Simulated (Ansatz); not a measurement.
Ga (α-Ga), relaxed and computed with several functionals in Ansatz (plane waves, PAW).

```csv
functional,a (Å),c (Å),V (Å³/atom)
LDA,4.424,4.434,18.37
PBE+D3(BJ),4.507,4.509,19.40
r²SCAN,4.472,4.525,19.21
PBEsol,4.479,4.486,19.07
PBE,?,?,?
r²SCAN+D4,4.441,4.498,18.86
```

### Question
Some entries are withheld; supply them.

### Answer

- PBE, a (Å): 4.580
- PBE, c (Å): 4.583
- PBE, V (Å³/atom): 20.32

All cells were relaxed under the symmetry of their starts (and spin orders); stability against distortions was not tested throughout. Spin–orbit coupling is left out wherever it is not named.

Potentials: the later of the program's two PAW sets.

Ansatz (an electronic-structure program) is a plane-wave DFT program.
